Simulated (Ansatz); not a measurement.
## SrTi₂O₄: rattling a relaxed structure

The cell was found from a proposed guess, not taken from experiment.

Theory: DFT PBE, scalar-relativistic, plane waves, PAW in Ansatz 0.2.0. Plane waves to 420 eV, a k mesh through Γ of 10×10×4 on the computed 14-atom cell and Gaussian smearing (0.10 eV); no spin polarisation.

The cell below (14 atoms, space group Cmcm (No. 63)) is relaxed within its symmetry.

```yaml
crystal:
  lattice:
    - [1.58959, -4.95547, 0.00000]
    - [1.58959, 4.95547, 0.00000]
    - [0.00000, 0.00000, 10.27477]
  atoms:
    - { symbol: Sr, position: [0.38107, 0.61893, 0.75000] }
    - { symbol: Sr, position: [0.61893, 0.38107, 0.25000] }
    - { symbol: Ti, position: [0.87577, 0.12423, 0.43764] }
    - { symbol: Ti, position: [0.87577, 0.12423, 0.06236] }
    - { symbol: Ti, position: [0.12423, 0.87577, 0.93764] }
    - { symbol: Ti, position: [0.12423, 0.87577, 0.56236] }
    - { symbol: O, position: [0.92504, 0.07496, 0.25000] }
    - { symbol: O, position: [0.23691, 0.76309, 0.39980] }
    - { symbol: O, position: [0.23691, 0.76309, 0.10020] }
    - { symbol: O, position: [0.07496, 0.92504, 0.75000] }
    - { symbol: O, position: [0.76309, 0.23691, 0.89980] }
    - { symbol: O, position: [0.76309, 0.23691, 0.60020] }
    - { symbol: O, position: [0.50000, 0.50000, 0.50000] }
    - { symbol: O, position: [0.50000, 0.50000, 0.00000] }
```

For the test it was strained at random (σ = 1.5 % a component), the atoms were moved at random (σ = 0.05 Å), and all was relaxed again on a coarse 8×8×2 mesh (in the run’s order of axes) with 0.20 eV smearing, with no symmetry imposed.

No Hubbard U is applied to the open shell of Ti.

**Question.** Is the structure stable against such a distortion?

**Answer.** It returns, within 1 meV/atom of the unmoved cell on that mesh and with the same symmetry when read at 0.1 Å. So it is stable against the distortions that fit this cell and that this random move excites. Modes that don't fit the cell aren't tested.
